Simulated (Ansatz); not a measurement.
NaCl:
Space group Pm-3m (No. 221); a = b = c = 3.4471 Å, α = β = γ = 90.00°

```json
[
 {"atom": "Na", "site": "1a", "symmetry": "m-3m", "x": "0.0000", "y": "0.0000", "z": "0.0000"},
 {"atom": "Cl", "site": "1b", "symmetry": "m-3m", "x": "0.5000", "y": "0.5000", "z": "0.5000"}
]
```

Relaxed with PBEsol.

### Question
Which orbitals make up the states near the band edges in the program Ansatz at the PBEsol level (PAW)?

### Answer
Top 1 eV of the valence band: Cl 3p 99 %. Bottom 1 eV of the conduction band: Na 3s 67 %, Cl 3s 22 %, Cl 3p 8 %. Projections are on Löwdin-orthogonalised atomic valence shells; empty p or d shells of many metals are not among them.

### Question
Tabulate the density of states.

### Answer
States/eV per cell of 2 atoms, in 0.25 eV bins, energy from the valence-band maximum.

```tsv
E (eV)	total	Cl 3p	Na 3s	Cl 3s
-7.85	0.00	0.00	0.00	0.00
-7.60	0.00	0.00	0.00	0.00
-7.35	0.00	0.00	0.00	0.00
-7.10	0.00	0.00	0.00	0.00
-6.85	0.00	0.00	0.00	0.00
-6.60	0.00	0.00	0.00	0.00
-6.35	0.00	0.00	0.00	0.00
-6.10	0.00	0.00	0.00	0.00
-5.85	0.00	0.00	0.00	0.00
-5.60	0.00	0.00	0.00	0.00
-5.35	0.00	0.00	0.00	0.00
-5.10	0.00	0.00	0.00	0.00
-4.85	0.00	0.00	0.00	0.00
-4.60	0.00	0.00	0.00	0.00
-4.35	0.00	0.00	0.00	0.00
-4.10	0.00	0.00	0.00	0.00
-3.85	0.00	0.00	0.00	0.00
-3.60	0.00	0.00	0.00	0.00
-3.35	0.00	0.00	0.00	0.00
-3.10	0.37	0.31	0.06	0.00
-2.85	0.99	0.85	0.13	0.00
-2.60	1.93	1.74	0.16	0.01
-2.35	2.79	2.59	0.15	0.02
-2.10	2.64	2.49	0.10	0.02
-1.85	1.95	1.85	0.06	0.02
-1.60	1.82	1.75	0.04	0.01
-1.35	1.69	1.63	0.03	0.01
-1.10	1.74	1.69	0.02	0.01
-0.85	1.90	1.86	0.01	0.01
-0.60	2.68	2.65	0.01	0.00
-0.35	2.80	2.78	0.00	0.00
-0.10	0.69	0.69	0.00	0.00
0.15	0.00	0.00	0.00	0.00
0.40	0.00	0.00	0.00	0.00
0.65	0.00	0.00	0.00	0.00
0.90	0.00	0.00	0.00	0.00
1.15	0.00	0.00	0.00	0.00
1.40	0.00	0.00	0.00	0.00
1.65	0.00	0.00	0.00	0.00
1.90	0.00	0.00	0.00	0.00
2.15	0.00	0.00	0.00	0.00
2.40	0.00	0.00	0.00	0.00
2.65	0.00	0.00	0.00	0.00
2.90	0.00	0.00	0.00	0.00
3.15	0.00	0.00	0.00	0.00
3.40	0.00	0.00	0.00	0.00
3.65	0.00	0.00	0.00	0.00
3.90	0.00	0.00	0.00	0.00
4.15	0.01	0.00	0.01	0.00
4.40	0.04	0.00	0.03	0.01
4.65	0.07	0.01	0.04	0.01
4.90	0.09	0.01	0.06	0.02
5.15	0.12	0.01	0.08	0.02
5.40	0.17	0.02	0.12	0.02
5.65	0.38	0.03	0.29	0.03
5.90	0.55	0.04	0.40	0.03
6.15	0.75	0.06	0.53	0.03
6.40	1.00	0.08	0.68	0.04
6.65	1.63	0.13	1.08	0.05
6.90	1.87	0.18	1.26	0.05
7.15	1.09	0.10	0.62	0.02
7.40	0.52	0.03	0.16	0.00
7.65	0.38	0.01	0.04	0.00
7.90	0.41	0.01	0.03	0.00
8.15	0.74	0.02	0.08	0.00
8.40	1.56	0.03	0.12	0.00
8.65	2.31	0.04	0.16	0.00
```

This is a known high-pressure phase of the composition, computed here at zero pressure and temperature. The cell was relaxed with PBEsol under the symmetry of its start. At this level the phase is dynamically unstable (imaginary phonons).

Potentials: the earlier of the program's two PAW sets.
